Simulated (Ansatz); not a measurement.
SbTePd:
```xyz
12
Lattice="6.4818 0.0000 0.0000 0.0000 6.4818 0.0000 0.0000 0.0000 6.4818" Properties=species:S:1:pos:R:3 pbc="T T T"
Pd     0.0187     0.0187     0.0187
Pd     3.2222     6.4631     3.2596
Pd     3.2596     3.2222     6.4631
Pd     6.4631     3.2596     3.2222
Sb     4.0750     4.0750     4.0750
Sb     5.6477     2.4068     0.8341
Sb     0.8341     5.6477     2.4068
Sb     2.4068     0.8341     5.6477
Te     2.4155     2.4155     2.4155
Te     0.8254     4.0663     5.6564
Te     5.6564     0.8254     4.0663
Te     4.0663     5.6564     0.8254
```

Relaxed with LDA. Special points in fractions of this cell's reciprocal vectors: Γ (0.000, 0.000, 0.000); X (0.000, 0.500, 0.000); M (0.500, 0.500, 0.000); R (0.500, 0.500, 0.500); X1 (0.500, 0.000, 0.000).

### Question
List the band energies nearest the Fermi level at these points for DFT-LDA in the program Ansatz with PAW potentials.

### Answer
In eV from the Fermi level; about four levels below and three above (degenerate sets whole), none deeper than 8.9 eV; points with the same levels are listed once.

```
k                                below                above
-  -----------------------------------  -------------------
Γ  -1.25 -1.25 -1.25 -1.14 -1.14 -1.14  0.04 1.80 1.80 1.80
X              -1.60 -1.60 -0.39 -0.39  0.46 0.46 1.23 1.23
M              -1.59 -1.59 -1.43 -1.43  0.42 0.42 0.44 0.44
R              -0.98 -0.98 -0.98 -0.98  1.44 1.44 1.44 1.44
```

Space group P2_13. The workflow started from an entry of the Crystallography Open Database (COD). Whether it is the stable phase at ambient conditions was not checked. The cell was relaxed with LDA under the symmetry of its start; of distortions, only those at the zone centre were tested. The run is not spin-polarised. Scalar-relativistic: spin–orbit coupling is off unless named, which matters more the heavier the elements.

Potentials: the later of the program's two PAW sets.
